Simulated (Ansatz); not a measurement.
Data:

Starting cell, GaP (zinc blende):

```xyz
4
Lattice="0.0000 5.5060 5.5060 2.7530 0.0000 2.7530 2.7530 2.7530 0.0000" Properties=species:S:1:pos:R:3 pbc="T T T"
P      4.1295     4.1295     4.1295
P      4.1295     6.8825     6.8825
Ga     0.0000     0.0000     0.0000
Ga     2.7530     2.7530     5.5060
```

A phonon eigenvector at L = (0.5, 0.0, 0.0) is frozen into this cell: atom i moves by Q times the vector below, so Q is the largest atomic displacement, in Å. The cell is held. (q is in reciprocal vectors of the primitive cell; the cell shown is doubled to hold the pattern.)

```
atom       x       y       z
----  ------  ------  ------
P1    -0.098   0.098   0.098
P2     0.098  -0.098  -0.098
Ga3   -0.577   0.577   0.577
Ga4    0.577  -0.577  -0.577
```

Computed with PBE (plane waves to 420 eV, PAW, scalar-relativistic; Ansatz, a quantum-chemistry and plane-wave program). k mesh 5×10×10 (Γ-centred), Fermi-Dirac smearing 0.05 eV. Energies are smeared free energies. As the smearing reaches across the gap at some points, energies and forces of such displacements shift with the k mesh and the smearing. GaP was relaxed with its symmetry unable to fall. ΔE is measured from the undisplaced structure.

The scan covers Q from -0.280 to 0.280 Å in 13 points.

Which space group does the distorted structure have?

R3m (No. 160), lowered from F-43m.

Is this a single well or a double well?

A single well with its minimum at or next to zero displacement.

What is the energy change at Q = 0.280 Å?

1018 meV/cell.

What harmonic wavenumber does the curvature at Q = 0 give?

224 cm⁻¹.

(For displaced atoms, the force is minus the slope of the energy, and its curvature is a force constant, which sets phonon frequencies.)
